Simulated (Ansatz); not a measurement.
**Vibrational response of B2W**

Computed with Ansatz, DFT LDA, scalar-relativistic, plane waves, PAW. Plane waves to 420 eV; Γ-centred k mesh 18×18×12; Fermi-Dirac smearing of 0.15 eV. No spin polarisation. Phonons by linear response, acoustic sum rule imposed.

Equilibrium structure at this level:
```
B W
1.0
     2.98704    0.00000    0.00000
    -1.49352    2.58685    0.00000
     0.00000    0.00000    3.30991
B W
2 1
Cartesian
  0.0000 1.7246 1.6550
  1.4935 0.8623 1.6550
  0.0000 0.0000 0.0000
```

In a metal, frequencies and elastic constants depend on the k mesh and the smearing, soft modes and shear constants most. Spin–orbit coupling is left out, which can shift energies with elements as heavy as these.

Optical modes at Γ; i marks an imaginary frequency:
```csv
frequency (cm⁻¹),degeneracy
234,2
441,1
522,1
875,2
```

All 6 optical modes at Γ are real: no displacement of atoms at fixed cell lowers the energy to second order. Strains and modes at other wave vectors aren't tested by this run.